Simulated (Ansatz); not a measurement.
SiC:
```cif
data_C4Si4
_chemical_formula_sum 'Si4 C4'
_space_group_name_H-M_alt 'Pnma'
_space_group_IT_number 62
_space_group_name_Hall '-P 2ac 2n'
_cell_length_a 5.81410
_cell_length_b 3.12515
_cell_length_c 5.18905
_cell_angle_alpha 90.000
_cell_angle_beta 90.000
_cell_angle_gamma 90.000
loop_
_atom_site_label
_atom_site_type_symbol
_atom_site_symmetry_multiplicity
_atom_site_Wyckoff_symbol
_atom_site_fract_x
_atom_site_fract_y
_atom_site_fract_z
_atom_site_occupancy
Si1 Si 4 c 0.15937 0.25000 0.40411 1
C1 C 4 c 0.32462 0.25000 0.10391 1
```

This is the PBEsol-relaxed structure.

Q: All from plane-wave PAW PBEsol (Ansatz code), unless another level is named. Estimate the highest zone-centre frequency (without LO–TO term).

A: 120.5 meV.

Q: Give the Young's modulus.

A: 245 GPa.

Q: Give the zero-point energy.

A: 107.0 meV/atom.

The start of the workflow was typed in or built on a structure type; neither database checked (COD, Materials Project) lists it. It is not the phase usual at ambient conditions (space group No. 186, 216). Symmetry was held in the PBEsol relaxation; phonons on a q-mesh show no instability.

Potentials: the later of the program's two PAW sets.
